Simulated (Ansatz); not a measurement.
## Calculated coordination and ²³Na quadrupole coupling for Na₃CoN₆O₁₂

Cell: a structure deposited in the COD, its atoms then relaxed with PBE in this cell.

Space group R-3:H (No. 148); a = 7.8060, c = 14.8670 Å, γ = 120.00°.

```
site  Wyckoff  site symmetry       x       y       z
 Na1       6c             3.  0.0000  0.0000  0.2640
 Na3       3b            -3.  0.0000  0.0000  0.5000
  Co       3a            -3.  0.0000  0.0000  0.0000
   N      18f              1  0.7814  0.2036  0.4059
 O11      18f              1  0.7665  0.1900  0.4885
 O17      18f              1  0.8711  0.1311  0.3665
```

One atom of each set is listed; the run and its k-mesh use a cell of 22 atoms with edges of 6.70, 6.70, 6.70 Å.

Computed with Ansatz: DFT, PBE, plane waves and PAW, scalar-relativistic, collinear spin, 420 eV cutoff, Γ-centred 4×4×4 k-points, Fermi–Dirac smearing 0.02 eV. Start moments as typed (μB): 4 on each Co, none on the rest. The program fits them to the shells of the files, so those used differ somewhat.

Q(²³Na) = 104.0 mb.

**Question.** Rank these Na sites by |C_Q|, smallest first.
A. Na1: 6 O at 2.31–2.33 Å
B. Na3: 12 O at 2.65–2.87 Å

**Answer.** B (0.602 MHz, η = 0.00), A (2.42 MHz, η = 0.00).

An axis of threefold or higher order runs through Na3 and Na1, so V_zz lies along it and η is zero. Like point charges on the first shell alone (each adding as 1/d³) would give the same order.

The start moments die out, and the run ends without spin.
